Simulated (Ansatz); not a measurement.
This run works on a proposed trial structure, not on a known crystal.

Input and command of a plane-wave DFT calculation in Ansatz:

```yaml
crystal:
  lattice:
    - [3.9280192543, 0.0, 0.0]
    - [0.0, 3.9280192543, 0.0]
    - [0.0, 0.0, 12.0975396276]
  atoms:
    - { symbol: Mg, position: [0.0, 0.5, 0.876565188] }
    - { symbol: Mg, position: [0.5, 0.0, 0.123434812] }
    - { symbol: Cd, position: [0.0, 0.5, 0.3397502311] }
    - { symbol: Cd, position: [0.5, 0.0, 0.6602497689] }
    - { symbol: Cd, position: [0.5, 0.0, 0.4148928577] }
    - { symbol: Cd, position: [0.0, 0.5, 0.5851071423] }
    - { symbol: Se, position: [0.0, 0.5, 0.1099186063] }
    - { symbol: Se, position: [0.5, 0.0, 0.8900813937] }
basis:
  ecutwfc: 500
kpoints:
  mp_grid: { grid: [8, 8, 4] }
  band_path:
    path:
      - [[0.0, 0.0, 0.0], [0.0, 0.5, 0.0], [0.5, 0.5, 0.0], [0.0, 0.0, 0.0], [0.0, 0.0, 0.5], [0.0, 0.5, 0.5], [0.5, 0.5, 0.5], [0.0, 0.0, 0.5]]
      - [[0.0, 0.5, 0.0], [0.0, 0.5, 0.5]]
      - [[0.5, 0.5, 0.0], [0.5, 0.5, 0.5]]
    npoints: 14
hamiltonian:
  xc: r2scan
scf:
  occupations: { method: gaussian, width: 0.1 }
  n_extra_bands: 20
output:
  forces: true
  stress: true
  eigenvalues: true
  populations: true
  dos: { projected: true, de: 0.02, nscf_kmesh: { grid: [10, 10, 5] } }
  bader: true
  write_density: true
  write_potential: true
  elf: true
  volumetric_format: npy
```

```bash
ansatz run input.yaml --threads 1 --pin off --max-ram 2560MiB --backend cpu --events-out ev --progress --plain --runs-dir out
```

Processor: Intel(R) Xeon(R) Processor @ 2.70GHz, 1 thread, on a host shared with other jobs.

Question: How long does it run, and how much memory does it take?

Answer: About 7 min, peak memory 1.8 GiB. It solves 86 bands at 45 k points (after reduction by symmetry) with about 4709 plane waves, in 11 SCF iterations.
